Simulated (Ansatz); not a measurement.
**SnO: frozen-core PAW against all-electron methods**

```
Sn O
1.0
     3.76398    0.00000    0.00000
     0.00000    3.76398    0.00000
     0.00000    0.00000    4.83600
Sn O
2 2
Direct
  0.00000 0.50000 0.23850
  0.50000 0.00000 0.76150
  0.00000 0.00000 0.00000
  0.50000 0.50000 0.00000
```

Atoms are numbered in the order listed.

Conventional cell: a = 3.764 Å, b = 3.764 Å, c = 4.836 Å, α = 90.00°, β = 90.00°, γ = 90.00°. Sn (atom 1) has 4 O at 2.21 Å as nearest neighbours. O (atom 3) is surrounded by 4 Sn at 2.21 Å.

The cell is COD entry 9008956, as deposited and not checked against the literature; nothing was relaxed. The listed cell was then made from it by scaling, straining or moving an atom.

No spin–orbit coupling, which matters for the heavy atoms here.

Methods: DFT, PBEsol, PAW with Ansatz's default frozen-core files, scalar-relativistic (Ansatz 0.2.0); DFT, PBEsol, all-electron LAPW, scalar-relativistic (Ansatz 0.2.0).

For PAW: a Γ-centred 8×8×6 k mesh, Fermi–Dirac smearing of 0.01 eV, cutoff 420 eV, no spin polarisation; the PAW files were made with PBE, and the program remakes their frozen cores for this functional. LAPW targets a basis error of 1 meV/atom. The Ansatz runs share mesh, smearing and spin set-up. Plane-wave (PAW) pressures include the program's estimate of the Pulay term.

Stress and pressure are positive in compression.

The change that made this cell: equal xx and yy strain of -1 %.

PAW results:

| quantity | PAW |
| --- | --- |
| pressure (GPa) | 2.09 |
| stress xx (GPa) | 2.64 |
| stress zz (GPa) | 0.99 |
| force on Sn1, z (eV/Å) | 0.314 |

Question: What does LAPW (all electrons) give for the same quantities?

Answer: 
```json
{"quantity": "pressure (GPa)", "LAPW": "2.06"}
{"quantity": "stress xx (GPa)", "LAPW": "2.61"}
{"quantity": "stress zz (GPa)", "LAPW": "0.97"}
{"quantity": "force on Sn1, z (eV/Å)", "LAPW": "0.311"}
```
